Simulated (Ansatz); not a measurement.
Relaxed-ion elastic tensor of TiRh (L1₀ or tetragonal B2, P4/mmm) in GPa (Voigt order), LDA in the plane-wave PAW code Ansatz; density 8.91 g/cm³, 14.06 Å³ per atom.

```
 314   158   195   0.0   0.0   0.0
 158   314   195   0.0   0.0   0.0
 195   195   298   0.0   0.0   0.0
 0.0   0.0   0.0  60.4   0.0   0.0
 0.0   0.0   0.0   0.0  60.4   0.0
 0.0   0.0   0.0   0.0   0.0  51.9
```

Question: Is the crystal mechanically stable?

Answer: Yes: the smallest eigenvalue of C is 51.9 GPa.

Question: Work out the Voigt, Reuss and Hill averages.

Answer: K_V = 225, K_R = 224, K_H = 224; G_V = 59.7, G_R = 58.1, G_H = 58.9 GPa.

Question: Give Young's modulus, Poisson's ratio, Pugh's ratio and the universal anisotropy index.

Answer: E = 9KG/(3K + G) = 163 GPa; ν = 0.38; K/G = 3.81 (ductile by the Pugh limit of 1.75); A_U = 5G_V/G_R + K_V/K_R − 6 = 0.14.

Question: Estimate the sound speeds and the Debye temperature.

Answer: v_l = √((K + 4G/3)/ρ) = 5830 m/s, v_t = √(G/ρ) = 2570 m/s, mean 2900 m/s; Θ = (h/k)(3n/4πV)^(1/3) v_m = 358 K.

Question: Solve the Christoffel equation for the three sound speeds along x, y, z.

Answer: Eigenvalues of C_ijkl n_j n_l equal ρv². In km/s, slowest first: x 2.41, 2.60, 5.93; y 2.41, 2.60, 5.93; z 2.60, 2.60, 5.79.

Question: How much does each axis shrink under pressure?

Answer: Linear compressibilities β_i = Σ_j S_ij (j = 1 to 3): x 1.6, y 1.6, z 1.3 per TPa.

The workflow started from a Materials Project entry (that database holds measured and hypothetical structures alike); the Crystallography Open Database files this formula in space group No. 123, but the cells were not matched. Its standing as an ambient phase is unchecked. Symmetry was held in the LDA relaxation; of distortions, only those at the zone centre were tested. No spin polarisation was allowed. As this level gives no gap, shear constants depend on the k-mesh and smearing (Fermi–Dirac, 0.1 eV here). On the denser mesh and wider smearing of the elastic run this cell carries a stress of 0.5 GPa.

Potentials: the later of the program's two PAW sets.
